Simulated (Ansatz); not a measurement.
Space group R-3m:H (No. 166). a = 3.122 Å, b = 3.122 Å, c = 17.343 Å, α = 90.00°, β = 90.00°, γ = 120.00°
```csv
atom,site,symmetry,x,y,z
Ta,3b,-3m,0.6667,0.3333,0.8333
Cu,3a,-3m,0.0000,0.0000,0.0000
N,6c,3m,0.3333,0.6667,0.7722
```

Equation of state of this TaCuN2 structure (not necessarily the ground state), with shape and atoms relaxed at each volume where symmetry leaves them free. All numbers below come from DFT PBEsol, scalar-relativistic, plane waves, PAW (Ansatz 0.2.0).

Plane waves to 420 eV, a k mesh through Γ of 12×12×12 on the computed 4-atom cell and Gaussian smearing (0.02 eV); no spin polarisation.

```csv
V (Å³/atom),E − E(largest V) (meV/atom),P (GPa),gap on mesh (eV)
11.464,6.02,15.19,0.21
11.830,-19.10,7.02,0.30
12.196,-26.93,0.00,0.37
12.561,-19.86,-6.04,0.44
12.927,0.00,-11.22,0.49
```

Question: Fit a third-order Birch–Murnaghan equation to E(V).

Answer: V0 = 12.20 Å³/atom, B0 = 217 GPa, B0' = 4.0.

Spin-orbit coupling is left out, which matters for the bands of heavy elements.